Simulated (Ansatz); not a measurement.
AgAu3 (Cu3Au type, Pm-3m), plane-wave PAW r²SCAN (Ansatz code), all energies at zero smearing, with the estimated change up to a 700 eV cutoff added, with one set of potentials and settings (totals compare only within such a set). Cell of 4 atoms (1 Ag, 3 Au): -47094.704 eV.

```tsv
element	reference phase	E (eV/atom)
Ag	R-3m, 3 atoms in the cell	-7603.9440
Au	Fm-3m, 1 atoms in the cell	-13163.5078
```

Formation energy per atom, worked out: (-47094.704 − 1×(-7603.9440) − 3×(-13163.5078))/4 = -0.059 eV/atom (-6 kJ per mol of atoms), at 0 K, without zero-point energy or fitted corrections.

The first step of the workflow began from a Materials Project structure, measured or hypothetical; the Crystallography Open Database copy checked does not list it. With Ag and Au taken as one species the cell has the higher symmetry Fm-3m, so it may be an ordered model of a mixed-site phase. Whether it is the stable phase at ambient conditions was not checked. The r²SCAN relaxation kept the symmetry of its start; whether a distortion lowers the energy is not shown. The run is not spin-polarised. The references are the lowest solids computed at this level, not always the standard phases. Spin–orbit coupling is left out wherever it is not named.

Potentials: the later of the program's two PAW sets.
